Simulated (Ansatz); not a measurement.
Input file for Ansatz (a quantum-chemistry and plane-wave program):

Ansatz 0.2 input:
```yaml
crystal:
  lattice:
    - [0.0, 4.2739812261, 4.2739812261]
    - [4.2739812261, 0.0, 4.2739812261]
    - [4.2739812261, 4.2739812261, 0.0]
  atoms:
    - { symbol: Ti, position: [0.3572665956, 0.8809111348, 0.8809111348] }
    - { symbol: Ti, position: [0.3690888652, 0.3690888652, 0.8927334044] }
    - { symbol: Ti, position: [0.8809111348, 0.3572665956, 0.8809111348] }
    - { symbol: Ti, position: [0.3690888652, 0.3690888652, 0.3690888652] }
    - { symbol: Ti, position: [0.8809111348, 0.8809111348, 0.8809111348] }
    - { symbol: Ti, position: [0.3690888652, 0.8927334044, 0.3690888652] }
    - { symbol: Ti, position: [0.8809111348, 0.8809111348, 0.3572665956] }
    - { symbol: Ti, position: [0.8927334044, 0.3690888652, 0.3690888652] }
    - { symbol: C, position: [0.125, 0.125, 0.125] }
    - { symbol: C, position: [0.625, 0.125, 0.125] }
    - { symbol: C, position: [0.125, 0.125, 0.625] }
    - { symbol: C, position: [0.125, 0.625, 0.125] }
kpoints:
  mp_grid: { grid: [8, 8, 8] }
hamiltonian:
  xc: pbesol
  pseudopotentials: { azcp: { folder: ./paw }, kind: paw }
scf:
  occupations: { method: fermi_dirac, width: 0.1 }
phonons:
  method: dfpt
  response_accuracy: low
  eigenvectors: true
  rigid_motions: translations
```

Output (shortened):

```
Pseudopotential: Ti, paw, valence charge 12
Pseudopotential: C, paw, valence charge 4
Functional definition: PBEsol
Crystal: 12 atoms, lattice volume = 156.145 Å³
Basis set: ecut = 420 eV, 3119 PW (Γ), exchange–correlation on 96×96×96 points (8 copies of the dense FFT grid, shifted against one another)
Bands: 68, of which v1, the nominal top of the filled ones, is band 56 counted from 1 (55 counted from 0)
Symmetry: 48 space group operations
k-points: 150 of 512 (irreducible under 2 space group operations, time reversal used)
SCF iter   1: F=—  HF=-20793.545395 eV  |F-HF|=—  |Δ(HF+E_count)|=         —  Δρ=1.09e-1  dr2=3.06e1  ethr=3.10e-3  ⟨swp⟩=4.7  Hψ=32755  notcnv=0
preconditioner: auto → Kerker (q_TF=auto, 2.581 Å⁻¹)
SCF iter   2: F=—  HF=-20787.507129 eV  |F-HF|=—  |Δ(HF+E_count)|=    6.04e0  Δρ=3.32e-2  dr2=3.76e0  ethr=3.10e-3  ⟨swp⟩=3.9  Hψ=24349  notcnv=0
SCF iter   3: F=—  HF=-20786.773868 eV  |F-HF|=—  |Δ(HF+E_count)|=   7.33e-1  Δρ=1.34e-2  dr2=4.48e-1  ethr=3.10e-3  ⟨swp⟩=2.0  Hψ=17111  notcnv=0
SCF iter   4: F=—  HF=-20786.666995 eV  |F-HF|=—  |Δ(HF+E_count)|=   1.07e-1  Δρ=2.32e-3  dr2=2.76e-2  ethr=4.00e-4  ⟨swp⟩=2.1  Hψ=15014  notcnv=0
SCF iter   5: F=—  HF=-20786.660574 eV  |F-HF|=—  |Δ(HF+E_count)|=   6.42e-3  Δρ=8.40e-4  dr2=1.33e-3  ethr=2.46e-5  ⟨swp⟩=2.0  Hψ=14321  notcnv=0
SCF iter   6: F=—  HF=-20786.660365 eV  |F-HF|=—  |Δ(HF+E_count)|=   2.09e-4  Δρ=2.86e-4  dr2=1.72e-4  ethr=1.19e-6  ⟨swp⟩=2.3  Hψ=16992  notcnv=0
SCF iter   7: F=—  HF=-20786.660307 eV  |F-HF|=—  |Δ(HF+E_count)|=   5.84e-5  Δρ=5.09e-5  dr2=7.06e-6  ethr=1.53e-7  ⟨swp⟩=2.0  Hψ=13325  notcnv=0
SCF iter   8: F=—  HF=-20786.660453 eV  |F-HF|=—  |Δ(HF+E_count)|=   1.46e-4  Δρ=1.04e-5  dr2=1.83e-7  ethr=6.30e-9  ⟨swp⟩=2.6  Hψ=16764  notcnv=0
SCF iter  12: F=-20786.660453 eV  HF=-20786.660453 eV  |F-HF|=3.64e-12  |Δ(HF+E_count)|=  7.28e-12  Δρ=4.42e-8  dr2=3.61e-12  ethr=1.00e-12  ⟨swp⟩=6.9  Hψ=43300  notcnv=0
SCF 1 converged in 12 iterations: F = -20786.660453 eV  dr2 = 3.61e-12
DFPT response loops at Γ: preconditioner auto → Kerker (q_TF=auto, 2.581 Å⁻¹) (partly filled bands, converged f_vac=0.000) …
SCF converged after 12 iterations
Free energy (F): -20786.660453 eV
Harris-Foulkes:  -20786.660453 eV  (|F-HF|=3.64e-12)
Internal energy: -20786.484060 eV  (E = F + TS)
E sigma→0 (E₀):  -20786.572256 eV
Entropy (-TS):   -0.176393 eV (-14.699 meV/atom)
Fermi energy:    13.243674 eV
--- Per-component energies (eV) ---
  E_band       = -1167.335629
  E_kinetic    = 2593.786275
  E_local      = -7608.368603  (includes V_loc(G=0)·N_el)
  E_nonlocal   = 585.853665
  E_hartree    = 3036.523211
  E_xc         = -1115.491545
  E_vxc        = -1400.036907  (∫ρ·V_xc dr)
  E_paw        = -8517.772034  (= ΣΔE_a)
  E_vpaw       = -1411.615799  (= ΣTr[D̂ρ^β])
  E_aug_tail   = -0.000593  (compensation charges beyond the density's cutoff)
  E_ewald      = -9762.213913
  E_core_change = 1.199478  (= ΣΔE_core)
  E_smearing   = -0.176393  (= −TS)
  E_closure    =  0.000000  (closes the sum)
  Σ components = -20786.660453   (vs F -20786.660453, Δ=0.00e0)
  [band-id]    e_kinetic+e_local+e_nonlocal+2·e_hartree+e_vxc+e_vpaw+e_augmentation_tail = -1167.335541   (vs E_band -1167.335629, Δ=8.85e-5)
--- Band table (eV; the first three rows and the last of 150) ---
  k-point 0: bands = ["-43.1452", "-43.0602", "-43.0494", "-43.0494", "-43.0494", "-43.0213", "-43.0213", "-43.0213", "-19.8324", "-19.7984", "-19.7984", "-19.7984", "-19.7810", "-19.7283", "-19.7283", "-19.4493", "-19.4493", "-19.4493", "-19.4136", …
  k-point 1: bands = ["-43.1422", "-43.0614", "-43.0510", "-43.0483", "-43.0483", "-43.0224", "-43.0224", "-43.0216", "-19.8229", "-19.7901", "-19.7901", "-19.7860", "-19.7688", "-19.7184", "-19.7184", "-19.4569", "-19.4496", "-19.4496", "-19.4178", …
  k-point 2: bands = ["-43.1336", "-43.0681", "-43.0522", "-43.0453", "-43.0453", "-43.0254", "-43.0254", "-43.0226", "-19.7989", "-19.7679", "-19.7679", "-19.7633", "-19.7225", "-19.6929", "-19.6929", "-19.4772", "-19.4569", "-19.4569", "-19.4211", …
  k-point 149: bands = ["-43.1137", "-43.0878", "-43.0506", "-43.0354", "-43.0354", "-43.0354", "-43.0354", "-43.0245", "-19.7492", "-19.7465", "-19.7270", "-19.7270", "-19.6550", "-19.6550", "-19.5765", "-19.5521", "-19.4571", "-19.4571", "-19.4465", …
--- Phonons (Γ-DFPT): 2 representative perturbations + reference, on 150 of 512 k-points (Σ response iterations 7) ---
  ASR residual: 3.650e-4 → 0.000e0 eV/Å²; symmetrization residual: 2.195e-5 eV/Å²
  ASR residual per site (eV/Å²): 3.65e-4 3.65e-4 3.65e-4 3.65e-4 3.65e-4 3.65e-4 3.65e-4 3.65e-4 2.28e-4 2.28e-4 2.28e-4 2.28e-4
  Γ frequencies (cm⁻¹): 0.00 0.00 0.00 216.95 216.95 216.95 247.59 247.59 247.59 252.49 252.49 252.49 263.78 263.78 270.34 270.34 272.74 272.74 272.74 330.69 344.95 344.95 344.95 364.20 601.49 601.49 601.49 622.66 622.66 622.66 634.78 634.78 706.48 706.48 706.48 724.52
  non-analytic LO–TO correction: not included (Born effective charges unavailable; polar crystals: no LO–TO splitting at Γ)
```

Cost: very roughly 7 core-minutes on shared cores.

Space group Fd-3m. The first step of the workflow began from a Materials Project structure, measured or hypothetical; the Crystallography Open Database copy checked does not list it. Its standing as an ambient phase is unchecked. The PBEsol relaxation kept the symmetry of its start; its stability against distortions is not shown here. No spin polarisation was allowed. As this level gives no gap, phonon frequencies hold no LO–TO term and depend on the k-mesh and smearing (Fermi–Dirac, 0.1 eV here).

Potentials: the earlier of the program's two PAW sets. The files were generated under PBE; for other functionals the program regenerates the frozen cores, and for LDA and PBEsol the local potential too.

Ansatz is a plane-wave DFT program.
